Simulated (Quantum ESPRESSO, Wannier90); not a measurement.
## Tight-binding from DFT: WSe2 (P-6m2, isolated units)

Materials Project entry mp-1023936; symmetrised, unrelaxed at this level. Computed values, not measurements, from PBEsol: Quantum ESPRESSO (norm-conserving PseudoDojo potentials, cutoff 69 Ry, no spin polarisation, no spin-orbit coupling) on a Γ-centred 6×6×4 mesh, then Wannier90. Density: 12×12×1 mesh, cold smearing 0.01 Ry. The cell is built of weakly bound layers, chains or molecules, whose nearest atoms lie 13.33 Å apart, far more than in van der Waals crystals (3.2 to 4.2 Å): it describes nearly isolated units, such as a monolayer, not the bulk crystal. Spin-orbit coupling is left out although heavy elements are present.

```
begin unit_cell_cart
ang
    3.3179398579    0.0000000000    0.0000000000
   -1.6589699289    2.8734202051    0.0000000000
    0.0000000000    0.0000000000   16.6581400000
end unit_cell_cart
mp_grid = 6 6 4
```

Q: Which shells of neighbouring k-points and which b-vectors and weights does Wannier90 pick for this cell and mesh?

A: 
```
 *---------------------------------- K-MESH ----------------------------------*
 +----------------------------------------------------------------------------+
 |                    Distance to Nearest-Neighbour Shells                    |
 |                    ------------------------------------                    |
 |          Shell             Distance (Ang^-1)          Multiplicity         |
 |          -----             -----------------          ------------         |
 |             1                   0.094296                      2            |
 |             2                   0.188592                      2            |
 |             3                   0.282888                      2            |
 |             4                   0.364443                      6            |
 |             5                   0.376444                     12            |
 |             6                   0.377184                      2            |
 |             7                   0.410348                     12            |
 |             8                   0.461350                     12            |
       ... (lines left out)
 +----------------------------------------------------------------------------+
 | The b-vectors are chosen automatically                                     |
 | The following shells are used:                       1,  4                 |
 +----------------------------------------------------------------------------+
 |                        Shell   # Nearest-Neighbours                        |
 |                        -----   --------------------                        |
 |                          1               2                                 |
 |                          2               6                                 |
 +----------------------------------------------------------------------------+
 | Completeness relation is fully satisfied [Eq. (B1), PRB 56, 12847 (1997)]  |
 +----------------------------------------------------------------------------+
 |                  b_k Vectors (Ang^-1) and Weights (Ang^2)                  |
 |                  ----------------------------------------                  |
 |            No.         b_k(x)      b_k(y)      b_k(z)        w_b           |
 |            ---        --------------------------------     --------        |
 |             1         0.000000    0.000000    0.094296    56.231966        |
 |             2         0.000000    0.000000   -0.094296    56.231966        |
 |             3         0.000000    0.364443    0.000000     2.509688        |
 |             4         0.315617    0.182221    0.000000     2.509688        |
 |             5         0.000000   -0.364443    0.000000     2.509688        |
 |             6         0.315617   -0.182221    0.000000     2.509688        |
 |             7        -0.315617   -0.182221    0.000000     2.509688        |
 |             8        -0.315617    0.182221    0.000000     2.509688        |
```
